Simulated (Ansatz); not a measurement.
The calculation used DFT PBE, scalar-relativistic, plane waves, PAW in Ansatz. All cells share a 420 eV cutoff and Γ-centred k meshes spaced at most about 0.3 Å⁻¹ (about 0.25 or finer for metals, 2π included). No spin polarisation in the final relaxations.

Temperature and zero-point effects are left out.

Compare these two cells of LaCuIr₄, each relaxed at this level.

A.

```xyz
6
Lattice="4.3678 0.0000 0.0000 -2.1839 3.7826 0.0000 0.0000 0.0000 6.6847" Properties=species:S:1:pos:R:3 pbc="T T T"
La    0.0000    0.0000    0.0000
Cu    0.0000    0.0000    3.3424
Ir    0.0000    2.5217    4.6184
Ir    0.0000    2.5217    2.0664
Ir    2.1839    1.2609    4.6184
Ir    2.1839    1.2609    2.0664
```

B.

```xyz
6
Lattice="0.0000 3.7655 3.7655 3.7655 0.0000 3.7655 3.7655 3.7655 0.0000" Properties=species:S:1:pos:R:3 pbc="T T T"
La    0.0000    0.0000    0.0000
Cu    5.6483    5.6483    5.6483
Ir    2.8277    2.8277    2.8277
Ir    2.8277    4.7034    4.7034
Ir    4.7034    4.7034    2.8277
Ir    4.7034    2.8277    4.7034
```

Question: Which would you expect to be lower, and how large is the difference?

Answer: A is lower, by 10 meV/atom. A has space group P6/mmm (No. 191), 18.4 Å³/atom and no gap on its mesh; B has space group F-43m (No. 216), 17.8 Å³/atom and no gap. Counting all near atoms (those within 1.25 times the shortest distance at each site; a plus sign parts nearer from farther groups), A has La 14, Cu 12+2, Ir 4+3 and B has La 16, Cu 16, Ir 6+6. The lower one is the more open, so pressure narrows the difference. Both come from invented guesses.

For metals, differences of a few meV/atom aren't resolved. These runs have no spin–orbit coupling, which can matter for Ir. Cells relaxed within their symmetry can be saddle points.
